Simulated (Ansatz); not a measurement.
The start is a generated trial cell of TiSi2 in the C49 structure type. The cell and all atomic positions are relaxed at zero pressure with PBEsol (plane waves to 420 eV, PAW, scalar-relativistic; Ansatz, a first-principles code). The first steps use a coarse 7×7×7 k-mesh.

Input geometry:
```
TiSi2
1.0
    1.77596    -7.00863     0.00000
    1.77596     7.00863     0.00000
    0.00000     0.00000     3.49479
Si Ti
4 2
Direct
  0.93900   0.06100   0.75000
  0.06100   0.93900   0.25000
  0.25000   0.75000   0.75000
  0.75000   0.25000   0.25000
  0.60400   0.39600   0.75000
  0.39600   0.60400   0.25000
```

### Question
What pressure does the first self-consistent step give?

### Answer
-4 GPa (negative: the cell is under tension).

### Question
Which atoms feel the largest initial force, and how large is it?

### Answer
About 0.4 eV/Å, on Si1, Si2 (atoms numbered as listed).

### Question
How much energy is released per atom?

### Answer
0.03 eV/atom.

### Question
How does the volume per atom move from start to end?

### Answer
-4.1 %, from 14.50 to 13.91 Å³/atom.

### Question
How do the shortest distances between atoms change?

### Answer
The closest pairs of elements (up to four, under 3.6 Å), start → end: Si–Si 2.44 → 2.39 Å; Si–Ti 2.56 → 2.56 Å; Ti–Ti 3.40 → 3.26 Å.

### Question
Is the relaxed structure metallic? Give its gap.

### Answer
Zero (metallic).

### Question
What does it relax into? Give the structure.

### Answer

Space group Cmcm (No. 63); a = 3.5149 Å, b = 13.3480 Å, c = 3.5571 Å, α = β = γ = 90.00°

| atom | site | symmetry | x | y | z |
|---|---|---|---|---|---|
| Si | 4c | m2m | 0.0000 | 0.0600 | 0.7500 |
| Si | 4c | m2m | 0.0000 | 0.2504 | 0.2500 |
| Ti | 4c | m2m | 0.0000 | 0.6025 | 0.2500 |
(The calculation used a cell of 6 atoms; values per cell refer to that cell.)

The space group stays Cmcm (No. 63) (the run could not lower it); the end is AFLOW prototype A2B_oC12_63_2c_c (C49, as in ZrSi2), with 6 atoms in the primitive cell. Final values are on a 14×14×13 k-mesh of the relaxed cell. No spin polarisation in the result.

The run could not lose the symmetry of its start; a randomly shaken copy of 6 atoms returns to this structure.
